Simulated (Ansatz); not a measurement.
Task: Each is relaxed and computed with DFT-r²SCAN in the program Ansatz with PAW potentials. Which alone has a direct gap?
(A) Ga2O3, corundum
(B) YB3C3, Pm-3n (Y on 2a, B on 6d, C on 6c)
(C) GaSb, Pm-3n (Ga on 6c, Sb on 6d)
(D) GaP, zinc blende

Result: C, GaSb, Pm-3n (Ga on 6c, Sb on 6d). GaSb: gap 0.24 eV (direct); Ga2O3: gap 3.56 eV (indirect); YB3C3: gap 0.36 eV (indirect); GaP: gap 1.85 eV (indirect). Typed or built starts, not in the databases checked: GaSb, Pm-3n (Ga on 6c, Sb on 6d); YB3C3, Pm-3n (Y on 2a, B on 6d, C on 6c). Not the usual ambient phase: GaSb, Pm-3n (Ga on 6c, Sb on 6d). All cells were relaxed under the symmetry of their starts (and spin orders); stability against distortions was not tested throughout. Named crystals with no word on spin ran without spin polarisation. Spin–orbit coupling is left out wherever it is not named.

Potentials: the earlier of the program's two PAW sets. The files were generated under PBE; for other functionals the program regenerates the frozen cores, and for LDA and PBEsol the local potential too.
